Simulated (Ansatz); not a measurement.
Cu$_{3}$Au:
```cif
data_AuCu3
_chemical_formula_sum 'Cu3 Au1'
_space_group_name_H-M_alt 'P 1'
_space_group_IT_number 1
_cell_length_a 3.67136
_cell_length_b 3.67136
_cell_length_c 3.67136
_cell_angle_alpha 90.000
_cell_angle_beta 90.000
_cell_angle_gamma 90.000
loop_
_space_group_symop_operation_xyz
  'x, y, z'
loop_
_atom_site_label
_atom_site_type_symbol
_atom_site_fract_x
_atom_site_fract_y
_atom_site_fract_z
_atom_site_occupancy
Cu1 Cu 0.00000 0.50000 0.50000 1
Cu2 Cu 0.50000 0.00000 0.50000 1
Cu3 Cu 0.50000 0.50000 0.00000 1
Au1 Au 0.00000 0.00000 0.00000 1
```

Relaxed with LDA.

Decompose the optical modes at the zone centre into irreducible representations, and say which are infrared and Raman allowed.

Point group m-3m: Γ_opt = 2T1u + T2u. Infrared: T1u. Raman: none.

Assign frequencies (DFPT, plane-wave PAW LDA (Ansatz code)).

T1u 126, T2u 182, T1u 232 cm⁻¹.

Space group Pm-3m (Cu3Au type). The LDA relaxation kept the symmetry of its start. The run is not spin-polarised. As this level gives no gap, phonon frequencies hold no LO–TO term and depend on the k-mesh and smearing (Fermi–Dirac, 0.1 eV here). Spin–orbit coupling is left out wherever it is not named.

Potentials: the earlier of the program's two PAW sets. The files were generated under PBE; for other functionals the program regenerates the frozen cores, and for LDA and PBEsol the local potential too.
